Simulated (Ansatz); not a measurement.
The calculation used DFT PBE, scalar-relativistic, plane waves, PAW in Ansatz. All cells share a 420 eV cutoff and Γ-centred k meshes spaced at most about 0.3 Å⁻¹ (about 0.25 or finer for metals, 2π included). No spin polarisation in the final relaxations.

These are static total energies at zero pressure. All come from trial cells, and lower structures may exist.

Question: Order these relaxed structures of Ga2Te2S by energy, lowest first, with the energy over the lowest of them.
A.

Space group I4/mmm (No. 139). a = 4.314 Å, b = 4.314 Å, c = 13.750 Å, α = 90.00°, β = 90.00°, γ = 90.00°
```tsv
atom	site	symmetry	x	y	z
Ga	4d	-4m2	0.5000	0.0000	0.2500
Te	4e	4mm	0.0000	0.0000	0.3796
S	2a	4/mmm	0.0000	0.0000	0.0000
```

B.

Space group P4/mmm (No. 123). a = 4.889 Å, b = 4.889 Å, c = 6.540 Å, α = 90.00°, β = 90.00°, γ = 90.00°
| atom | site | symmetry | x | y | z |
| --- | --- | --- | --- | --- | --- |
| Ga | 2f | mmm. | 0.5000 | 0.0000 | 0.0000 |
| Te | 2g | 4mm | 0.0000 | 0.0000 | 0.2579 |
| S | 1c | 4/mmm | 0.5000 | 0.5000 | 0.0000 |

C.

Space group I4/mmm (No. 139). a = 5.706 Å, b = 5.706 Å, c = 7.516 Å, α = 90.00°, β = 90.00°, γ = 90.00°
```
atom  site  symmetry       x       y       z
  Ga    4e       4mm  0.0000  0.0000  0.6770
  Te    4d      -4m2  0.0000  0.5000  0.2500
   S    2a     4/mmm  0.0000  0.0000  0.0000
```

Answer: B (0 meV/atom), C (238 meV/atom), A (327 meV/atom). Forms: B P4/mmm; C I4/mmm; A I4/mmm. Counting S or Te atoms around Ga (for each partner element, those within 1.25 times its shortest distance or 1.15 times the sum of covalent radii, where it is the nearest in units of that sum or under 1.3): B has Ga 6; C has Ga 5; A has Ga 4.

These runs have no spin–orbit coupling, which can matter for Te. Cells relaxed within their symmetry can be saddle points. Some types were kept out of the candidates beforehand, so the set may lack a known form.
